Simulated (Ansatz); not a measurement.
Property card for Ag

Ag:
```
Ag
1.0
   -1.59108     1.59108     1.59108
    1.59108    -1.59108     1.59108
    1.59108     1.59108    -1.59108
Ag
1
Cartesian
  0.00000   0.00000   0.00000
```

Space group Im-3m (No. 229), bcc (W type); conventional cell a = b = c = 3.182 Å, α = β = γ = 90.00°.

Method: DFT-LDA in the program Ansatz with PAW potentials. Geometry: relaxed at this level of theory. Other levels are named where they apply.

**Cell and energy**

```yaml
volume_per_atom: 16.11 Å³
density: 11.12 g/cm³
```

**Electronic structure**

```yaml
electronic_character: metallic (no gap)
Density of states at the Fermi level: 0.27 states/eV per atom (mean over ±0.08 eV)
```

**Mechanics**

```yaml
Bulk modulus (Birch–Murnaghan fit): 134 GPa
Pressure derivative B′: 5.8
Elastic constants (relaxed ions, GPa): C11 = 127, C12 = 140, C44 = 72.8
mechanical_stability: unstable (C has a negative eigenvalue)
```

The workflow started from a Materials Project entry (that database holds measured and hypothetical structures alike); the Crystallography Open Database copy checked does not list it. It is not the phase usual at ambient conditions (space group No. 225). Symmetry was held in the LDA relaxation. The run is not spin-polarised. As this level gives no gap, shear constants depend on the k-mesh and smearing (Fermi–Dirac, 0.1 eV here). Spin–orbit coupling is left out wherever it is not named.

Potentials: the later of the program's two PAW sets.
